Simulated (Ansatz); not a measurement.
The relaxed structure here is a generated cell of Ag: the first start was made by placing the elements on the sites of a structure type, and the end was not matched to a known phase here, so it may be hypothetical. Known forms of Ag include space group No. 225.

One starting cell of Ag (a generated cell, Ag built in the beta-Sn structure type) was relaxed twice with Ansatz (plane waves, PAW, scalar-relativistic): with r2SCAN at 500 eV and with PBE at 420 eV. The r2SCAN result:

```xyz
2
Lattice="-2.6304 2.6304 1.3781 2.6304 -2.6304 1.3781 2.6304 2.6304 -1.3781" Properties=species:S:1:pos:R:3 pbc="T T T"
Ag     0.0000     2.6304     0.6890
Ag     0.0000     0.0000     0.0000
```

```
quantity                           r2SCAN      PBE
--------------------------------  -------  -------
space group                       I4₁/amd  I4₁/amd
volume (Å³/atom)                    19.07        …
a (Å)                               5.261        …
c (Å)                               2.756        …
gap (eV, no spin-orbit coupling)     0.00        …
```

Question: Fill in the PBE column.

Answer: 
- volume (Å³/atom), PBE: 19.77
- a (Å), PBE: 5.325
- c (Å), PBE: 2.789
- gap (eV, no spin-orbit coupling), PBE: 0.00

Both levels end in the same structure; PBE's volume is 3.7 % larger. Neither column is exact.

No spin polarisation in the result.

The run could not lower the symmetry of its start; a shaken copy of this end point relaxes with r2SCAN to Fm-3m (No. 225), 0.25 eV/atom lower.

Ansatz is a first-principles code.
